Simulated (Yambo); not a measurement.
Yambo run on Ba2H3I (space group P-3m1, No. 164). The wavefunctions are norm-conserving PBEsol (Quantum ESPRESSO, 72 Ry, scalar-relativistic) ones on a 3×3×2 mesh (15 occupied bands); a = b = 4.536 Å, c = 8.120 Å, α = β = 90.00°, γ = 120.00°.

Yambo input:

```
rim_cut
HF_and_locXC
RandQpts= 1000000
RandGvec= 1 Ry
EXXRLvcs= 72 Ry
VXCRLvcs= 288 Ry
% QPkrange
 1 | 1 | 15 | 16 |
 2 | 2 | 15 | 16 |
 4 | 4 | 15 | 16 |
 5 | 5 | 15 | 16 |
 6 | 6 | 15 | 16 |
%
```

k points by index: 1 = Γ, 2 = A, 4 = (0, 0.333, -0.5), 5 = K, 6 = H.

The o-*.hf file then holds:

```
#    K-point    Band    Eo [eV]    Ehf [eV]    Vxc [eV]    Vnlxc [eV]
#
    1    15    -0.042588    -2.669507    -10.54979    -13.17671
    1    16    2.575385    6.829661    -8.257119    -4.002844
    2    15    0.000000    -2.653803    -10.66796    -13.32176
    2    16    2.494551    6.859344    -9.030598    -4.665806
    4    15    -1.505363    -4.486044    -10.08154    -13.06222
    4    16    2.399644    6.594772    -8.362495    -4.167366
    5    15    -1.779881    -5.132895    -10.85347    -14.20648
    5    16    2.423449    6.793306    -8.682780    -4.312924
    6    15    -1.851470    -5.274553    -10.76861    -14.19170
    6    16    3.073212    7.592987    -9.240090    -4.720315
```
Exchange alone, without screening.

Spin-orbit coupling is not included.

Geometry of the Materials Project entry, not relaxed at this level.

The structure is a Materials Project entry; no match was found in the copy of COD used, and its stability was not checked.
